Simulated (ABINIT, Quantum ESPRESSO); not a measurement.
Given: the input of a run of Quantum ESPRESSO 7.5 on Mg2PbN2. Atoms were shifted at random by some hundredths of an Å from the given cell, which wasn't relaxed again for these runs. The cell comes from a database or a generator and needn't be the stable form of this composition.

File pw.in:

```
&CONTROL
  calculation = 'scf'
  prefix = 'pwscf'
  outdir = './tmp'
  pseudo_dir = './pseudo'
  tprnfor = .true.
  tstress = .true.
  disk_io = 'nowf'
/
&SYSTEM
  ibrav = 0
  nat = 5
  ntyp = 3
  ecutwfc = 60
  ecutrho = 480
  nbnd = 21
  occupations = 'smearing'
  smearing = 'fd'
  degauss = 0.00367493
/
&ELECTRONS
  conv_thr = 1d-09
  electron_maxstep = 120
  mixing_beta = 0.5
/
ATOMIC_SPECIES
Pb   207.2000 Pb.pbe-dn-kjpaw_psl.0.2.2.UPF
Mg    24.3050 Mg.pbe-n-kjpaw_psl.0.3.0.UPF
N     14.0070 N.pbe-n-radius_5.UPF
CELL_PARAMETERS angstrom
   3.6268635271    0.0000000000    0.0000000000
  -1.8134317635    3.1409559505    0.0000000000
   0.0000000000    0.0000000000    6.5658920000
ATOMIC_POSITIONS crystal
Pb    -0.0049930000   -0.0065470000    0.4924260000
Mg     0.3456910000    0.6712730000    0.8557700000
Mg     0.6683690000    0.3278370000    0.1299880000
N      0.3270540000    0.6579680000    0.1971470000
N      0.6591060000    0.3212630000    0.7921820000
K_POINTS automatic
9 9 4 0 0 0
```

Potentials or basis: SSSP 1.3 efficiency PBE.

Run with:

```bash
$ OMP_NUM_THREADS=1 pw.x -in pw.in > pw.out
```

Question: What does the same run look like in ABINIT 10.8.3 (patched build)? Potentials or basis there: JTH PAW PBE v2.0, cutoff 707 eV.

Answer: As run (cutoffs and basis follow the program's own potentials, and thresholds, step limits or extra output files can differ):

Contents of run.abi:

```
# Pseudopotentials
pp_dirpath "./"
pseudos "Pb.GGA_PBE-JTH.xml, Mg.GGA_PBE-JTH.xml, N.GGA_PBE-JTH.xml"

# Structure
acell 3*1.0
rprim
     6.8537787576     0.0000000000     0.0000000000
    -3.4268893787     5.9355465160     0.0000000000
     0.0000000000     0.0000000000    12.4077376439
ntypat 3
znucl 82 12 7
natom 5
typat 1 2 2 3 3
xred
    -0.0049930000    -0.0065470000     0.4924260000
     0.3456910000     0.6712730000     0.8557700000
     0.6683690000     0.3278370000     0.1299880000
     0.3270540000     0.6579680000     0.1971470000
     0.6591060000     0.3212630000     0.7921820000
chkprim 0
chksymtnons 0
tolsym 1.0e-6

# Plane-wave basis
ecut 707.496042 eV
pawecutdg 48.0
pawxcdev 0

# k points
kptopt 1
ngkpt 9 9 4
nshiftk 1
shiftk 0.0 0.0 0.0

# Exchange and correlation
ixc 11

# Bands and occupations
nband 27
occopt 3
tsmear 0.05 eV

# SCF cycle
nstep 100
tolvrs 1.0e-9

# Output
iomode 3
prtwf 0
prtden 0
prteig 0
prtebands 0
enunit 1
```

Potentials or basis: JTH PAW PBE v2.0.

The run is started by

```bash
$ abinit run.abi > log 2>&1
```

Both were run:

|  | Quantum ESPRESSO | ABINIT |
| --- | --- | --- |
| Pressure | -0.3 GPa | -0.2 GPa |
| Largest force | 0.506 eV/Å | 0.496 eV/Å |
| Energy over the undisturbed cell | 3.8 meV/atom | 3.7 meV/atom |

The potentials hold 28 and 44 valence electrons a cell.

Pressure is positive in compression.
